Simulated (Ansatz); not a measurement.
BaO (rock salt, space group No. 225) at seven volumes, PBE in the plane-wave PAW code Ansatz, scaled uniformly. One row is withheld.

```csv
V (Å³/atom),P (GPa)
19.694,8.10
20.343,4.94
20.992,?
21.641,0.01
22.290,-1.90
22.940,-3.52
23.589,-4.88
```

Problem. Fit the shown pressures and predict the withheld one.

Solution. P = (3/2)B₀(x^(7/2) − x^(5/2))[1 + (3/4)(B′ − 4)(x − 1)] with x = (V₀/V)^(2/3). Least squares on the six rows gives V₀ = 21.644 Å³/atom, B₀ = 69.1 GPa, B′ = 4.58. At V = 20.992, x = 1.0206 and P = 2.27 GPa. The run itself gave 2.26 GPa.

Space group Fm-3m (rock salt). The PBE relaxation kept the symmetry of its start. Scalar-relativistic: spin–orbit coupling is off unless named, which matters more the heavier the elements.

Potentials: the later of the program's two PAW sets.
